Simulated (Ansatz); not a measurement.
**Computed properties of C**

```yaml
crystal:
  lattice:
    - [2.46729, 0.00000, 0.00000]
    - [-1.23365, 2.13674, 0.00000]
    - [0.00000, 0.00000, 7.80307]
  atoms:
    - { symbol: C, position: [0.00000, 0.00000, 0.25000] }
    - { symbol: C, position: [0.00000, 0.00000, 0.75000] }
    - { symbol: C, position: [0.33333, 0.66667, 0.25000] }
    - { symbol: C, position: [0.66667, 0.33333, 0.75000] }
```

Atom numbers follow the list: C1, C2, C3, C4.

Structure from Materials Project entry mp-48 (possibly hypothetical), not relaxed further.

Method: Ansatz 0.2.0, DFT, PBE, all-electron LAPW, scalar-relativistic.

Numerical set-up: a Γ-centred 19×19×6 k mesh, Fermi–Dirac smearing of 0.05 eV, basis error target 1 meV/atom, no spin polarisation.

```json
{
 "Band gap": "none at this level of theory (metallic, semimetallic, or a small gap that the functional closes)",
 "Volume per atom": "10.28 Å³"
}
```

Predict this quantity. Stress xx, yy, zz (compression positive).

-0.50, -0.50, 0.46 GPa.

Predict this quantity. Pressure at this cell.

-0.18 GPa.

Predict this quantity. Density of states at the Fermi level (0.2 eV bin).

0.00 states/eV per cell.
